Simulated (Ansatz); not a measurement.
Sb:
Space group R-3m, hexagonal axes (No. 166); a = b = 4.322 Å, c = 11.064 Å, α = β = 90.00°, γ = 120.00°

```csv
atom,site,symmetry,x,y,z
Sb,6c,3m,0.0000,0.0000,0.2643
```
(The calculation used a cell of 2 atoms; values per cell refer to that cell.)

Relaxed with PBEsol.

### Question
Which orbitals make up the states near the Fermi level in DFT-PBEsol in the program Ansatz with PAW potentials?

### Answer
Within 0.5 eV of the Fermi level: Sb 5p 83 %, Sb 5s 13 %. Projections are on Löwdin-orthogonalised atomic valence shells; empty p or d shells of many metals are not among them.

### Question
Tabulate the density of states.

### Answer
States/eV per cell of 2 atoms, in 0.25 eV bins, energy from the Fermi level.

```
E (eV)  total  Sb 5p  Sb 5s
------  -----  -----  -----
-7.85    0.63   0.13   0.51
-7.60    0.47   0.10   0.37
-7.35    0.36   0.08   0.29
-7.10    0.29   0.06   0.23
-6.85    0.23   0.05   0.18
-6.60    0.18   0.04   0.14
-6.35    0.15   0.03   0.12
-6.10    0.11   0.02   0.09
-5.85    0.09   0.02   0.07
-5.60    0.17   0.11   0.06
-5.35    0.55   0.49   0.06
-5.10    0.71   0.66   0.05
-4.85    0.76   0.72   0.04
-4.60    0.80   0.76   0.03
-4.35    0.91   0.87   0.04
-4.10    1.04   0.99   0.05
-3.85    1.24   1.18   0.05
-3.60    1.50   1.43   0.06
-3.35    1.48   1.40   0.07
-3.10    1.46   1.37   0.08
-2.85    1.45   1.34   0.09
-2.60    1.44   1.33   0.09
-2.35    1.45   1.33   0.10
-2.10    1.45   1.32   0.11
-1.85    1.47   1.34   0.11
-1.60    1.41   1.27   0.12
-1.35    1.21   1.07   0.12
-1.10    1.13   0.98   0.13
-0.85    1.13   0.96   0.14
-0.60    0.83   0.70   0.11
-0.35    0.46   0.37   0.07
-0.10    0.10   0.08   0.02
0.15     0.28   0.24   0.04
0.40     1.16   0.98   0.13
0.65     1.54   1.31   0.17
0.90     1.35   1.15   0.14
1.15     1.17   1.00   0.12
1.40     1.12   0.96   0.10
1.65     1.18   0.98   0.10
1.90     1.40   1.06   0.09
2.15     1.77   1.25   0.09
2.40     1.60   1.19   0.08
2.65     1.05   0.87   0.06
2.90     1.10   0.93   0.05
3.15     1.38   1.03   0.04
3.40     1.55   1.04   0.04
3.65     1.21   0.84   0.03
3.90     1.03   0.70   0.03
4.15     1.47   0.78   0.02
4.40     1.75   0.81   0.02
4.65     1.64   0.77   0.02
```

The PBEsol relaxation kept the symmetry of its start; of distortions, only those at the zone centre were tested. Scalar-relativistic: spin–orbit coupling is off unless named, which matters more the heavier the elements.

Potentials: the earlier of the program's two PAW sets.
